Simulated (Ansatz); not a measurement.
InAs:
```
InAs
1.0
    0.00000     3.05380     3.05380
    3.05380     0.00000     3.05380
    3.05380     3.05380     0.00000
In As
1 1
Cartesian
  0.00000   0.00000   0.00000
  1.52690   1.52690   1.52690
```

Relaxed with r²SCAN.

Question: Map the electron localisation function on the plane through (0.000, 0.000, 0.000) spanned by u = [1, 0, 0] and v = [-1, 1, 1] in lattice vectors, from plane-wave PAW r²SCAN (Ansatz code).

Answer: x is the fraction of u, y of v (the angle between them is 90°; rows are the nearest grid lines); atoms in the plane: In at (0.00, 0.00), As at (0.50, 0.25).
```
|   .:::=+*****+=:::.   |
|   .--:--=====--:--.   |
|..:--:::.......:::--:..|
|:---::::.     .::::---:|
|:::::::.       .:::::::|
|:::::..         ..:::::|
|:::...           ...:::|
|....               ....|
|                       |
|                       |
|         .....         |
|      .:-=+++=-:.      |
|     .-=+*###*+=-.     |
|   .:=*#%%%%%%%#*=:.   |
|   :=*##%%%%%%%##*=:   |
|  .-+##%##***##%##+-.  |
|..-+#%%#*-. .-*#%%#+-..|
|::-*%@%%+. . :+%%@%*-::|
|::-+%@@%*:   :*%@@%+-::|
|:::-+%@@%#+=+#%@@%+-:::|
|:-::-+@@@%###%@@@*-::-:|
|..:::-#@@@%%%@@@#-:::..|
|   .::-+#%%%%%#+-::.   |
|   .:::=+*****+=:::.   |
```
Scale: ten equal steps from 0.001 (start of ' ') to 0.771 (end of '@'), in the order ' .:-=+*#%@'; x runs from 0.000 to 1.00, y from 0.000 (bottom) to 1.00 (top).

The density is the valence pseudo-density with augmentation charge, so density and ELF within about 1 Å of a nucleus are not all-electron values.

Space group F-43m (zinc blende). The r²SCAN relaxation kept the symmetry of its start.

Potentials: the earlier of the program's two PAW sets.
